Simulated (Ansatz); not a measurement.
A generator proposed this cell of Si3Ge.

```xyz
4
Lattice="2.7840 0.0000 0.0000 -1.3920 2.4110 0.0000 0.0000 0.0000 9.6651" Properties=species:S:1:pos:R:3 pbc="T T T"
Si    1.3920    0.8037    2.4163
Si    1.3920    0.8037    7.2488
Si    0.0000    1.6073    4.8326
Ge    0.0000    1.6073    0.0000
```

Computed with DFT PBE, scalar-relativistic, plane waves, PAW in Ansatz. Settings: cutoff 420 eV, Γ-centred mesh 6×6×2 on the computed 4-atom cell, Gaussian smearing of 0.10 eV; no spin polarisation.

Formation energies are uncorrected and refer to the elements' standard structures at the same level.

Problem. What does a single point on this coarse mesh give?

Solution. The pressure is -0.8 GPa (the mean over three directions, positive in compression), the largest force is 0.49 eV/Å, and the energy is +0.58 eV/atom against the elements. The shortest distance is 2.78 Å.

Problem. Is it a good guess?

Solution. A good one: relaxing gains under 0.1 eV/atom (the start's value is from the coarse mesh, so the gain is rough) in 12 ionic steps and ends at +0.51 eV/atom on the finer mesh. The symmetry stays P-6m2 (No. 187). The volume per atom shrinks by 2.4 %, from 16.2 to 15.8 Å³. The shortest distance goes from 2.78 Å (Ge–Ge and Si–Si) to 2.70 Å (Si–Si). Conventional cell: a = 2.804 Å, c = 9.297 Å. Si on a site of symmetry 3m is surrounded by 9 Si at 2.70–2.80 Å and 3 Ge at 2.97 Å; around Si on a site of symmetry -6m2 lie 12 Si at 2.70–2.80 Å; around Ge lie 6 Ge at 2.80 Å and 6 Si at 2.97 Å.

The last run used an 18×18×6 mesh (in the run's order of axes) for its 4-atom cell and Gaussian smearing of 0.10 eV. The relaxation can't lower the symmetry of the start, and the grade says only how near the guess is to its own end. A structure relaxed within its symmetry needn't be a true minimum. Another cell of Si3Ge relaxed alike, in P-4m2, lies 0.49 eV/atom lower, so this cell isn't the stable form at this level.
